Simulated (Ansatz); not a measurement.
Relaxed-ion elastic tensor of MgO (CsCl type, space group No. 221) in GPa (Voigt order), the program Ansatz at the PBEsol level (PAW); density 3.66 g/cm³, 9.13 Å³ per atom.

```
  580  -68.6  -68.6    0.0    0.0    0.0
-68.6    580  -68.6    0.0    0.0    0.0
-68.6  -68.6    580    0.0    0.0    0.0
  0.0    0.0    0.0  -55.3    0.0    0.0
  0.0    0.0    0.0    0.0  -55.3    0.0
  0.0    0.0    0.0    0.0    0.0  -55.3
```

Q: Is the crystal mechanically stable?

A: No: the smallest eigenvalue of C is -55.3 GPa.

Space group Pm-3m (CsCl type). This is a known high-pressure phase of the composition, computed here at zero pressure and temperature. The cell was relaxed with PBEsol under the symmetry of its start. At this level the phase is dynamically unstable (imaginary phonons).

Potentials: the earlier of the program's two PAW sets. The files were generated under PBE; for other functionals the program regenerates the frozen cores, and for LDA and PBEsol the local potential too.
